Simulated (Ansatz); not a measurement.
LaB₆:
```
CELL_PARAMETERS angstrom
      4.09832     0.00000     0.00000
      0.00000     4.09832     0.00000
      0.00000     0.00000     4.09832
ATOMIC_POSITIONS crystal
  La 0.00000 0.00000 0.00000
  B  0.19991 0.50000 0.50000
  B  0.50000 0.19991 0.50000
  B  0.80009 0.50000 0.50000
  B  0.50000 0.80009 0.50000
  B  0.50000 0.50000 0.19991
  B  0.50000 0.50000 0.80009
```

Relaxed with LDA. Special points in fractions of this cell's reciprocal vectors: Γ (0.000, 0.000, 0.000); X (0.000, 0.500, 0.000); M (0.500, 0.500, 0.000); R (0.500, 0.500, 0.500).

### Question
List the band energies nearest the Fermi level at these points for LDA in the plane-wave PAW code Ansatz.

### Answer
In eV from the Fermi level; about four levels below and three above (degenerate sets whole), none deeper than 8.9 eV; points with the same levels are listed once.

```tsv
k	below	above
Γ	-6.90 -6.90 -1.89 -1.89 -1.89	0.20 0.20 0.20
X	-3.48 -3.48 -3.20 -2.57 -1.50	1.49 1.70 1.70
M	-4.55 -4.55 -2.90 -2.90	1.05 1.05 2.00
R	-4.69 -4.69 -4.69 -2.40 -2.40 -2.40	1.49 1.80 1.80 1.80
```

Space group Pm-3m. The cell was relaxed with LDA under the symmetry of its start; of distortions, only those at the zone centre were tested. Scalar-relativistic: spin–orbit coupling is off unless named, which matters more the heavier the elements.

Potentials: the later of the program's two PAW sets.
